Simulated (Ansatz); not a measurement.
The start is a generated cell, MnSi built in the FeSi structure type. The cell and all atomic positions are relaxed at zero pressure with PBE (plane waves to 420 eV, PAW, scalar-relativistic; Ansatz, a first-principles code). The first steps use a coarse 5×5×5 k-mesh.

Initial structure:
```yaml
crystal:
  lattice:
    - [4.58032, 0.00000, 0.00000]
    - [0.00000, 4.58032, 0.00000]
    - [0.00000, 0.00000, 4.58032]
  atoms:
    - { symbol: Mn, position: [0.13652, 0.13652, 0.13652] }
    - { symbol: Mn, position: [0.63652, 0.36348, 0.86348] }
    - { symbol: Mn, position: [0.86348, 0.63652, 0.36348] }
    - { symbol: Mn, position: [0.36348, 0.86348, 0.63652] }
    - { symbol: Si, position: [0.84240, 0.84240, 0.84240] }
    - { symbol: Si, position: [0.34240, 0.65760, 0.15760] }
    - { symbol: Si, position: [0.15760, 0.34240, 0.65760] }
    - { symbol: Si, position: [0.65760, 0.15760, 0.34240] }
```
Spin-polarised start, with parallel moments on Mn.

### Question
How large is the pressure on the unrelaxed cell, and of which sign?

### Answer
-8 GPa (negative: the cell is under tension).

### Question
Which atoms feel the largest initial force, and how large is it?

### Answer
About 0.3 eV/Å, on Si5, Si6, Si7, Si8 (atoms numbered as listed).

### Question
How much energy is released per atom?

### Answer
0.01 eV/atom.

### Question
How does the volume per atom move from start to end?

### Answer
-4.0 %, from 12.01 to 11.53 Å³/atom.

### Question
How do the shortest distances between atoms change?

### Answer
The closest pairs of elements (up to four, under 3.6 Å), start → end: Mn–Si 2.33 → 2.28 Å; Mn–Mn 2.81 → 2.77 Å; Si–Si 2.84 → 2.79 Å.

### Question
What band gap does the relaxed structure have at this level?

### Answer
No gap: a half-metal at this level (one spin channel is gapped at the Fermi level).

### Question
What magnetic moments remain?

### Answer
Net 0.49 μB/atom, ferromagnetic.

### Question
Give the final cell and atomic positions.

### Answer

Space group P2₁3 (No. 198); a = b = c = 4.518 Å, α = β = γ = 90.00°

```
atom  site  symmetry       x       y       z
----  ----  --------  ------  ------  ------
Mn      4a       .3.  0.1364  0.1364  0.1364
Si      4a       .3.  0.8452  0.8452  0.8452
```

The space group stays P2₁3 (No. 198) (the run could not lower it); the end is AFLOW prototype AB_cP8_198_a_a (B20, as in FeSi), with 8 atoms in the primitive magnetic cell. Final values are on a 10×10×10 k-mesh of the relaxed cell. Spin state reached: ferromagnetic (net 0.49 μB/atom), from parallel starting moments; other spin orders were not run from this start.

The run could not lose the symmetry of its start.
